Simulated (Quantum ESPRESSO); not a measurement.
Kohn-Sham bands of TiGe₂ (Fddd)

```
CELL_PARAMETERS angstrom
      2.51225     4.30898     0.00000
      2.51225    -4.30898     0.00000
     -2.51225     0.00000    -4.37960
ATOMIC_POSITIONS crystal
  Ti 0.75000 0.25000 0.50000
  Ti 0.50000 0.50000 0.00000
  Ge 0.08263 0.91737 0.50000
  Ge 0.41737 0.58263 0.50000
  Ge 0.16737 0.83263 0.00000
  Ge 0.83263 0.16737 0.00000
```

Structure: Materials Project mp-567889, symmetrised, not relaxed again. COD (Crystallography Open Database) has an entry of this formula and space group (matched by these alone). Computed values, not measurements, from PBEsol: Quantum ESPRESSO (norm-conserving PseudoDojo potentials, cutoff 68 Ry, no spin polarisation, no spin-orbit coupling) on a Γ-centred 4×4×4 mesh, then Wannier90. Density: 8×8×8 mesh, cold smearing 0.01 Ry. Spin-orbit coupling, left out, would split the p-like bands by a few tenths of an eV.

Energies are relative to the Fermi level; weights are on the orthonormalised atomic waves of the pseudopotential files, averaged over the group. 80 electrons a cell are treated as valence.

Question: Into which isolated groups do the bands fall, where do they lie and what are they made of?

Answer: 
```tsv
bands	from (eV)	to (eV)	filling	weight on atomic waves
1–2	-56.47	-56.45	filled	Ti 3s 96 %
3–8	-32.93	-32.82	filled	Ti 3p 99 %
9–28	-24.49	-24.24	filled	Ge 3d 100 %
```

No gap over 0.05 eV opens at the Fermi level at this level of theory.
